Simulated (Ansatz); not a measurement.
Computed with DFT PBE, scalar-relativistic, plane waves, PAW (Ansatz). Cutoff 420 eV, Γ-centred meshes of about 0.25 Å⁻¹ or finer for metals and 0.3 Å⁻¹ for insulators (2π included), Gaussian smearing. No spin polarisation.

These relaxed cells of ZrGe2Pd3 all derive from the bcc lattice, more or less distorted, and differ in how Zr, Ge and Pd are arranged on its sites.

Cell 1.

```
Zr Ge Pd
1.0
     4.35240    0.00000    0.00000
    -2.17620    3.76929    0.00000
     0.00000    0.00000    6.02976
Zr Ge Pd
1 2 3
Cartesian
  0.0000 0.0000 0.0000
  0.0000 2.5129 4.5074
  2.1762 1.2564 1.5224
  0.0000 2.5129 1.7806
  2.1762 1.2564 4.2491
  0.0000 0.0000 3.0149
```

Cell 2.

```
Zr Ge Pd
1.0
     3.12719    0.00000    0.00000
     0.00000    3.12719    0.00000
     0.00000    0.00000   10.08292
Zr Ge Pd
1 2 3
Direct
  0.50000 0.50000 0.16042
  0.00000 0.00000 0.97284
  0.50000 0.50000 0.51372
  0.00000 0.00000 0.65073
  0.00000 0.00000 0.35833
  0.50000 0.50000 0.84395
```

Cell 3.

```
Zr Ge Pd
1.0
     3.17151    0.00000    0.00000
     0.00000    3.17151    0.00000
     0.00000    0.00000    9.97709
Zr Ge Pd
1 2 3
Direct
  0.00000 0.00000 0.00000
  0.00000 0.00000 0.33813
  0.00000 0.00000 0.66187
  0.50000 0.50000 0.50000
  0.50000 0.50000 0.80706
  0.50000 0.50000 0.19294
```

Question: Rank the orderings by energy per atom.

Answer: Cell 1 (P-3m1) is lowest; cell 2 (P4mm) lies 131 meV/atom higher and cell 3 (P4/mmm) lies 191 meV/atom higher. Cell 1, 16.5 Å³/atom, no gap on its mesh: Zr is surrounded by 6 Ge at 2.94 Å and 8 Pd at 3.01–3.08 Å; Ge has 3 Pd at 2.53 Å, 1 Pd at 2.73 Å, 3 Pd at 2.92 Å, 3 Zr at 2.94 Å and 1 Pd at 3.30 Å; around Pd on a site of symmetry 3m lie 3 Ge at 2.53 Å, 1 Ge at 2.73 Å, 3 Pd at 2.80 Å, 3 Zr at 3.08 Å and 1 Ge at 3.30 Å; Pd on a site of symmetry -3m has 6 Pd at 2.80 Å, 6 Ge at 2.92 Å and 2 Zr at 3.01 Å. Cell 2, 16.4 Å³/atom, no gap on its mesh: Zr has 4 Ge at 2.91 Å, 4 Pd at 2.98 Å, 4 Zr at 3.13 Å, 1 Pd at 3.19 Å and 1 Ge at 3.56 Å; Ge on its first site has 4 Pd at 2.56 Å, 4 Zr at 2.91 Å, 4 Ge at 3.13 Å and 1 Pd at 3.25 Å; Ge on its second site is surrounded by 8 Pd at 2.61–2.71 Å, 4 Ge at 3.13 Å, 1 Pd at 3.33 Å and 1 Zr at 3.56 Å; Pd on its first site is surrounded by 4 Ge at 2.61 Å, 5 Pd at 2.95 Å, 4 Pd at 3.13 Å and 1 Ge at 3.25 Å; 2 more sites not described. Cell 3, 16.7 Å³/atom, no gap on its mesh: around Zr lie 8 Pd at 2.96 Å, 4 Zr at 3.17 Å and 2 Ge at 3.37 Å; around Ge lie 8 Pd at 2.67–2.76 Å, 5 Ge at 3.17–3.23 Å and 1 Zr at 3.37 Å; Pd on a site of symmetry 4/mmm is surrounded by 8 Ge at 2.76 Å and 6 Pd at 3.06–3.17 Å; Pd on a site of symmetry 4mm is surrounded by 4 Ge at 2.67 Å, 4 Zr at 2.96 Å and 5 Pd at 3.06–3.17 Å. Another cell of the search lies lower still, by 83 meV/atom.

Trial moments fell under 0.15 μB along the way in P-3m1, P4mm and P4/mmm; another start might hold them. With atoms moved at random, cell 1 (by 83 meV/atom) fell into a lower structure. Cell 2 and cell 3 had no clear such test and can be saddle points. Other orderings may lie lower. Some structure types and database cells were kept out of the candidates from the start, so a known form may be missing.
